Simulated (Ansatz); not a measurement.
Guessed and relaxed cells of Be₄Te

The cell of Be₄Te is invented: random cell by space group and Wyckoff sites (I-42m, No. 121). Its size is a rough estimate.

start.cif

```cif
data_structure
_symmetry_space_group_name_H-M 'I-42m'
_symmetry_Int_Tables_number 121
_cell_length_a 5.6488
_cell_length_b 5.6488
_cell_length_c 4.2205
_cell_angle_alpha 90.000
_cell_angle_beta 90.000
_cell_angle_gamma 90.000
_cell_volume 134.67
loop_
_atom_site_label
_atom_site_type_symbol
_atom_site_symmetry_multiplicity
_atom_site_Wyckoff_symbol
_atom_site_fract_x
_atom_site_fract_y
_atom_site_fract_z
_atom_site_occupancy
Be1 Be 8 i 0.76711 0.76711 0.41682 1
Te1 Te 2 a 0.00000 0.00000 0.00000 1
```

These are results of DFT PBE, scalar-relativistic, plane waves, PAW (Ansatz 0.2.0), not measurements. Cutoff 420 eV, Gaussian smearing, Γ-centred meshes. Cell and atoms relax first on a coarse mesh and then on a finer one. In between, the cell is made exact in the group found at 0.06 Å. In metals the finer mesh still leaves noise of several meV/atom or more. The steps can't lower the symmetry of their start. No spin polarisation.

end.cif

```cif
data_structure
_symmetry_space_group_name_H-M 'I-42m'
_symmetry_Int_Tables_number 121
_cell_length_a 6.0750
_cell_length_b 6.0750
_cell_length_c 4.2609
_cell_angle_alpha 90.000
_cell_angle_beta 90.000
_cell_angle_gamma 90.000
_cell_volume 157.25
loop_
_atom_site_label
_atom_site_type_symbol
_atom_site_symmetry_multiplicity
_atom_site_Wyckoff_symbol
_atom_site_fract_x
_atom_site_fract_y
_atom_site_fract_z
_atom_site_occupancy
Be1 Be 8 i 0.79791 0.79791 0.41371 1
Te1 Te 2 a 0.00000 0.00000 0.00000 1
```

The symmetry stays I-42m (No. 121). The volume per atom grows by 16.8 %, from 13.5 to 15.7 Å³. The shortest distance goes from 2.13 Å (Be–Be) to 2.28 Å (Be–Be). The energy falls by about 0.34 eV/atom (the start's value is from the coarse mesh).

For Be₄Te, the volume per atom is 15.72 Å³, the density is 3.46 g/cm³ and the energy over the elements is +1.06 eV/atom. The gap on the 10×10×10 mesh of the 5-atom cell is 0 eV (a metal).

The zero of energy is the elements' standard structures at the same level; no fitted shifts are applied. It can't be a ground state, since the elements alone are lower.

The last run used Gaussian smearing of 0.10 eV. Spin–orbit coupling, which can matter for Te, is left out. The reference form of Te is held partly by dispersion forces, which this level lacks. Symmetry constrained the relaxation, so the result can be a saddle point. In all, the 3 runs took 110 s on 1 thread of Intel(R) Xeon(R) Platinum 8488C (Sapphire Rapids), on a shared host.
